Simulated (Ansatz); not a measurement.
Cs2Se:
```cif
data_Cs2Se
_chemical_formula_sum 'Cs2 Se1'
_space_group_name_H-M_alt 'P 1'
_space_group_IT_number 1
_cell_length_a 5.86164
_cell_length_b 5.86164
_cell_length_c 5.86164
_cell_angle_alpha 60.000
_cell_angle_beta 60.000
_cell_angle_gamma 60.000
loop_
_space_group_symop_operation_xyz
  'x, y, z'
loop_
_atom_site_label
_atom_site_type_symbol
_atom_site_fract_x
_atom_site_fract_y
_atom_site_fract_z
_atom_site_occupancy
Cs1 Cs 0.25000 0.25000 0.25000 1
Cs2 Cs 0.75000 0.75000 0.75000 1
Se1 Se 0.00000 0.00000 0.00000 1
```

Relaxed with PBEsol. The program Ansatz at the PBEsol level (PAW) gives a gap of 1.85 eV.

**Question.** What gap does HSE06 give on the same cell (Ansatz, PAW)?

**Answer.** 2.74 eV, 0.88 eV more. The hybrid was solved on a coarser mesh and at special points; its gap is the smallest among all of these.

```csv
k,v1 PBEsol,c1 PBEsol,v1 HSE06,c1 HSE06
Γ,-0.63,1.85,-0.64,2.74
X,0.00,2.63,___,___
L,-0.29,3.47,___,___
W,-0.04,2.86,___,___
K,-0.09,2.78,___,___
```

**Question.** Top valence (v1) and lowest conduction level (c1) in eV from each method's valence maximum (which need not be a listed point): supply the withheld HSE06 values.

**Answer.** 
- K, v1 HSE06: -0.10
- K, c1 HSE06: 3.61
- W, v1 HSE06: -0.03
- W, c1 HSE06: 3.67
- L, v1 HSE06: -0.30
- L, c1 HSE06: 4.32
- X, v1 HSE06: 0.00
- X, c1 HSE06: 3.46

Cost on shared cores: the PBEsol run (SCF on a 6×6×6 mesh, then bands and DOS) about 23 core-seconds (a rough figure), the HSE06 run (SCF on 4×4×4, then a few points) roughly 4 core-minutes; the tasks are unlike.

Space group Fm-3m (anti-fluorite). The workflow started from a Materials Project entry (that database holds measured and hypothetical structures alike); the Crystallography Open Database copy checked does not list it. Its standing as an ambient phase is unchecked. The PBEsol relaxation kept the symmetry of its start; whether a distortion lowers the energy is not shown. Scalar-relativistic: spin–orbit coupling is off unless named, which matters more the heavier the elements.

Potentials: the later of the program's two PAW sets.
